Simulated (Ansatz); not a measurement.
Input file for Ansatz (a program for electronic structure):

Ansatz 0.2 input:
```yaml
crystal:
  lattice:
    - [2.2396661803, -3.7981250649, 0.0]
    - [2.2396661803, 3.7981250649, 0.0]
    - [0.0, 0.0, 4.4858040486]
  atoms:
    - { symbol: Ga, position: [0.6559370842, 0.3440629158, 0.416627367] }
    - { symbol: Ga, position: [0.3440629158, 0.6559370842, 0.583372633] }
    - { symbol: Ga, position: [0.8440629158, 0.1559370842, 0.916627367] }
    - { symbol: Ga, position: [0.1559370842, 0.8440629158, 0.083372633] }
kpoints:
  mp_grid: { grid: [8, 8, 7] }
  band_path:
    path:
      - [[0.0, 0.0, 0.0], [-0.5, 0.5, 0.0], [-0.3369296779, 0.6630703221, 0.0]]  # Γ-Y-C_0
      - [[0.3369296779, 0.3369296779, 0.0], [0.0, 0.0, 0.0], [0.0, 0.0, 0.5], [0.3369296779, 0.3369296779, 0.5]]  # Σ_0-Γ-Z-A_0
      - [[-0.3369296779, 0.6630703221, 0.5], [-0.5, 0.5, 0.5], [-0.5, 0.5, 0.0]]  # E_0-T-Y
      - [[0.0, 0.0, 0.0], [0.0, 0.5, 0.0], [0.0, 0.5, 0.5], [0.0, 0.0, 0.5], [-0.5, 0.5, 0.5]]  # Γ-S-R-Z-T
    npoints: 6
basis: { xc_grid: 2 }
hamiltonian:
  xc: pbesol
  pseudopotentials: { azcp: { folder: ./paw }, kind: paw_fr }
magnetization: { noncollinear: true, spin_orbit: true }
scf:
  n_extra_bands: 12
  convergence: { dr2_threshold: 0.0000000001 }
  occupations: { method: gaussian, width: 0.05 }
output: { eigenvalues: true }
```

Output (shortened):

```
Pseudopotentials: kind: paw_fr
Pseudopotential: Ga, paw, valence charge 13
Functional definition: PBEsol
non-collinear run that drives no moment, with spin-orbit …
Crystal: 4 atoms, lattice volume = 76.317 Å³
Basis set: ecut = 420 eV, 1509 PW (Γ), exchange–correlation on 60×60×60 points (8 copies of the dense FFT grid, shifted against one another)
Bands: 64, of which v1, the nominal top of the filled ones, is band 52 counted from 1 (51 counted from 0)
Symmetry: 8 space group operations + 8 with time reversal
k-points: 84 of 448
Projection manifold: j_resolved (fully-relativistic pseudo-atomic orbitals)
PAW frozen core: Ga, regenerated for the run's functional, and the local potential with it
Initial density: superposition of atomic densities (chi_scale 0.1, normalization cell)
Initial wavefunctions: pseudopotential atomic-orbital guess
Eigensolver: davidson
Functional: x = pbesol(κ = 0.804, μ = 0.12345679012345678), c = pbesol(β = 0.046)
SCF iter   1: F=—  HF=-14973.178874 eV  |F-HF|=—  |Δ(HF+E_count)|=         —  Δρ=2.98e-2  dr2=4.27e-1  dr2_m=0.00e0 (ungated)  ethr=3.10e-3  |M|=0.00e0 ∫|m|=0.00e0 μB  |m|>n=0.0e0 m-floor=0.0e0 τ_xc=0.0e0  β_m=0.30  ⟨swp⟩=5.8  Hψ=11353  notcnv=0  defer=12
all-band conjugate gradients solve this SCF's bands
preconditioner: auto → Kerker (q_TF=auto, 2.559 Å⁻¹)
spin=Noncollinear: Kerker preconditioning applied to the charge; magnetization (m_x, m_y, m_z) channels mix plain (no charge-response kernel on spin).
SCF iter   2: F=—  HF=-14973.116392 eV  |F-HF|=—  |Δ(HF+E_count)|=   6.25e-2  Δρ=2.39e-2  dr2=2.47e-1  dr2_m=0.00e0 (ungated)  ethr=8.22e-4  |M|=0.00e0 ∫|m|=0.00e0 μB  |m|>n=0.0e0 m-floor=0.0e0 τ_xc=0.0e0  β_m=0.56  ⟨swp⟩=3.0  Hψ=5042  notcnv=0  defer=484
SCF iter   3: F=—  HF=-14973.123049 eV  |F-HF|=—  |Δ(HF+E_count)|=   6.66e-3  Δρ=8.54e-3  dr2=3.62e-2  dr2_m=0.00e0 (ungated)  ethr=4.75e-4  |M|=0.00e0 ∫|m|=0.00e0 μB  |m|>n=0.0e0 m-floor=0.0e0 τ_xc=0.0e0  β_m=0.64  ⟨swp⟩=3.0  Hψ=4885  notcnv=0  defer=484
SCF iter   4: F=—  HF=-14973.122636 eV  |F-HF|=—  |Δ(HF+E_count)|=   4.14e-4  Δρ=1.54e-3  dr2=3.04e-3  dr2_m=0.00e0 (ungated)  ethr=6.97e-5  |M|=0.00e0 ∫|m|=0.00e0 μB  |m|>n=0.0e0 m-floor=0.0e0 τ_xc=0.0e0  β_m=0.82  ⟨swp⟩=2.3  Hψ=4884  notcnv=0  defer=484
SCF iter   5: F=—  HF=-14973.122289 eV  |F-HF|=—  |Δ(HF+E_count)|=   3.47e-4  Δρ=4.52e-4  dr2=2.69e-4  dr2_m=0.00e0 (ungated)  ethr=5.85e-6  |M|=0.00e0 ∫|m|=0.00e0 μB  |m|>n=0.0e0 m-floor=0.0e0 τ_xc=0.0e0  β_m=0.91  ⟨swp⟩=3.0  Hψ=4649  notcnv=0  defer=484
SCF iter   6: F=—  HF=-14973.122277 eV  |F-HF|=—  |Δ(HF+E_count)|=   1.14e-5  Δρ=1.29e-4  dr2=1.57e-5  dr2_m=0.00e0 (ungated)  ethr=5.17e-7  |M|=0.00e0 ∫|m|=0.00e0 μB  |m|>n=0.0e0 m-floor=0.0e0 τ_xc=0.0e0  β_m=0.95  ⟨swp⟩=3.0  Hψ=4644  notcnv=0  defer=484
SCF iter   7: F=—  HF=-14973.122281 eV  |F-HF|=—  |Δ(HF+E_count)|=   3.98e-6  Δρ=3.94e-5  dr2=5.65e-7  dr2_m=0.00e0 (ungated)  ethr=3.03e-8  |M|=0.00e0 ∫|m|=0.00e0 μB  |m|>n=0.0e0 m-floor=0.0e0 τ_xc=0.0e0  β_m=0.98  ⟨swp⟩=3.0  Hψ=4658  notcnv=0  defer=484
SCF iter   8: F=—  HF=-14973.122282 eV  |F-HF|=—  |Δ(HF+E_count)|=   8.47e-8  Δρ=8.99e-6  dr2=4.79e-8  dr2_m=0.00e0 (ungated)  ethr=1.09e-9  |M|=0.00e0 ∫|m|=0.00e0 μB  |m|>n=0.0e0 m-floor=0.0e0 τ_xc=0.0e0  β_m=0.99  ⟨swp⟩=2.2  Hψ=3296  notcnv=0  defer=484
SCF iter  11: F=-14973.122282 eV  HF=-14973.122282 eV  |F-HF|=0.00e0  |Δ(HF+E_count)|=  1.78e-10  Δρ=1.70e-7  dr2=2.35e-11  dr2_m=0.00e0 (ungated)  ethr=1.00e-12  |M|=0.00e0 ∫|m|=0.00e0 μB  |m|>n=0.0e0 m-floor=0.0e0 τ_xc=0.0e0  ⟨swp⟩=6.5  Hψ=10318  notcnv=0
SCF 1 converged in 11 iterations: F = -14973.122282 eV  dr2 = 2.35e-11
NSCF: frozen V_eff on 70 k-points
SCF converged after 11 iterations
Magnetization: |M| = 0.0000 μB,  M = (+0.0000, +0.0000, +0.0000) μB
Absolute magnetization: 0.0000 μB (∫|m|)
  site 0: m = (+0.0000, +0.0000, +0.0000) μB, |m| = 0.0000 μB  (R = 1.02 Å)
  site 1: m = (+0.0000, +0.0000, +0.0000) μB, |m| = 0.0000 μB  (R = 1.02 Å)
  site 2: m = (+0.0000, +0.0000, +0.0000) μB, |m| = 0.0000 μB  (R = 1.02 Å)
  site 3: m = (+0.0000, +0.0000, +0.0000) μB, |m| = 0.0000 μB  (R = 1.02 Å)
Free energy (F): -14973.122282 eV
Harris-Foulkes:  -14973.122282 eV  (|F-HF|=0.00e0)
Internal energy: -14973.120960 eV  (E = F + TS)
E sigma→0 (E₀):  -14973.121621 eV
Entropy (-TS):   -0.001322 eV (-0.330 meV/atom)
Fermi energy:    9.261651 eV
--- Per-component energies (eV) ---
  E_band       = -171.036731
  E_kinetic    = 447.575657
  E_local      = -5440.098276  (includes V_loc(G=0)·N_el)
  E_nonlocal   = -376.979416
  E_hartree    = 3514.265616
  E_xc         = -253.516052
  E_vxc        = -226.676016  (∫ρ·V_xc dr)
  E_paw        = -7795.013124  (= ΣΔE_a)
  E_vpaw       = -1603.388970  (= ΣTr[D̂ρ^β])
  E_aug_tail   = -0.000904  (compensation charges beyond the density's cutoff)
  E_ewald      = -5072.817276
  E_core_change = 3.462816  (= ΣΔE_core)
  E_smearing   = -0.001322  (= −TS)
  E_closure    =  0.000000  (closes the sum)
  Σ components = -14973.122282   (vs F -14973.122282, Δ=0.00e0)
  [band-id]    e_kinetic+e_local+e_nonlocal+2·e_hartree+e_vxc+e_vpaw+e_augmentation_tail = -171.036694   (vs E_band -171.036731, Δ=3.62e-5)
--- Band table (eV; the first three rows and the last of 84) ---
  k-point 0: bands = ["-6.0400", "-6.0400", "-6.0267", "-6.0267", "-6.0258", "-6.0258", "-6.0040", "-6.0040", "-5.9875", "-5.9875", "-5.9528", "-5.9528", "-5.9417", "-5.9417", "-5.8937", "-5.8937", "-5.5969", "-5.5969", "-5.5840", "-5.5840", "-5.5692", "-5.5692", "-5.5030", "-5.5030", "-5.4881", "-5.4881", "-5.4349", "-5.4349", "-5.4173", "-5.4173", "-5.3983", "-5.3983", "-5.3522", "-5.3522", "-5.3348", "-5.3348", "-5.3234", "-5.3234", "-5.2281", "-5.2281", "-2.0122", "-2.0122", "5.0089", "5.0089", "5.4341", "5.4341", "7.4273", "7.4273", "7.5140", "7.5140", "8.4561", "8.4561", "10.1237", "10.1237", "10.1928", "10.1928", "10.2881", "10.2881", "14.3981", "14.3981", "14.7042", "14.7042", "15.9025", "15.9025"]
  k-point 1: bands = ["-6.0388", "-6.0388", "-6.0269", "-6.0269", "-6.0217", "-6.0217", "-6.0060", "-6.0060", "-5.9879", "-5.9879", "-5.9565", "-5.9565", "-5.9392", "-5.9392", "-5.9000", "-5.9000", "-5.6069", "-5.6069", "-5.5798", "-5.5798", "-5.5518", "-5.5518", "-5.5102", "-5.5102", "-5.4923", "-5.4923", "-5.4406", "-5.4406", "-5.4077", "-5.4077", "-5.3954", "-5.3954", "-5.3480", "-5.3480", "-5.3389", "-5.3389", "-5.3177", "-5.3177", "-5.2338", "-5.2338", "-1.8575", "-1.8575", "3.4167", "3.4167", "7.0383", "7.0383", "7.5845", "7.5845", "7.6530", "7.6530", "8.5642", "8.5642", "9.9525", "9.9525", "10.3122", "10.3122", "10.6888", "10.6888", "13.3204", "13.3204", "13.8099", "13.8099", "14.8549", "14.8549"]
  k-point 2: bands = ["-6.0336", "-6.0336", "-6.0245", "-6.0245", "-6.0204", "-6.0204", "-6.0010", "-6.0010", "-5.9872", "-5.9872", "-5.9663", "-5.9663", "-5.9388", "-5.9388", "-5.9169", "-5.9169", "-5.6026", "-5.6026", "-5.5802", "-5.5802", "-5.5364", "-5.5364", "-5.5249", "-5.5249", "-5.5002", "-5.5002", "-5.4259", "-5.4259", "-5.4179", "-5.4179", "-5.3731", "-5.3731", "-5.3523", "-5.3523", "-5.3310", "-5.3310", "-5.3100", "-5.3100", "-5.2518", "-5.2518", "-1.3931", "-1.3931", "1.8113", "1.8113", "8.0360", "8.0360", "8.0717", "8.0717", "8.5148", "8.5148", "8.8526", "8.8526", "9.9727", "9.9727", "10.2221", "10.2221", "10.9119", "10.9119", "12.8324", "12.8324", "12.9312", "12.9312", "13.2643", "13.2643"]
  k-point 83: bands = ["-6.0539", "-6.0539", "-6.0376", "-6.0376", "-6.0099", "-6.0099", "-5.9997", "-5.9997", "-5.9835", "-5.9835", "-5.9768", "-5.9768", "-5.9509", "-5.9509", "-5.9382", "-5.9382", "-5.5841", "-5.5841", "-5.5695", "-5.5695", "-5.5176", "-5.5176", "-5.5043", "-5.5043", "-5.4626", "-5.4626", "-5.4490", "-5.4490", "-5.4231", "-5.4231", "-5.3970", "-5.3970", "-5.3555", "-5.3555", "-5.3362", "-5.3362", "-5.2797", "-5.2797", "-5.2581", "-5.2581", "1.0930", "1.0930", "2.0143", "2.0143", "3.5450", "3.5450", "4.1624", "4.1624", "7.3668", "7.3668", "7.9697", "7.9697", "8.4948", "8.4948", "8.6943", "8.6943", "15.1134", "15.1134", "15.8739", "15.8739", "17.5096", "17.5096", "17.6282", "17.6282"]
  band table: 64 of 64 bands, residual norms ≤ 1.0e-3 eV
```

Cost: roughly 2.0 core-minutes on shared cores.

Space group Cmce (α-Ga). Symmetry was held in the PBEsol relaxation; of distortions, only those at the zone centre were tested. Axis ratios of metals converge slowly with the k-mesh, so a and c are less sure than the volume.

Potentials: the earlier of the program's two PAW sets.

Ansatz is a plane-wave DFT program.
